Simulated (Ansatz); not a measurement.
TaAs in space group I4_1md (No. 109; Ta on 4a, As on 4a), DFT-PBE in the program Ansatz with PAW potentials, all energies at zero smearing, with the estimated change up to a 700 eV cutoff added, with one set of potentials and settings (totals compare only within such a set). Cell of 4 atoms (2 Ta, 2 As): -29578.960 eV.

```csv
element,reference phase,E (eV/atom)
Ta,"Im-3m, 1 atoms in the cell",-9932.2522
As,"R-3m, 2 atoms in the cell",-4856.1377
```

Formation energy per atom, worked out: (-29578.960 − 2×(-9932.2522) − 2×(-4856.1377))/4 = -0.545 eV/atom (-53 kJ per mol of atoms), at 0 K, without zero-point energy or fitted corrections.

Symmetry was held in the PBE relaxation. No spin polarisation was allowed. The references are the lowest solids computed at this level, not always the standard phases. Spin–orbit coupling is left out wherever it is not named.

Potentials: the later of the program's two PAW sets.
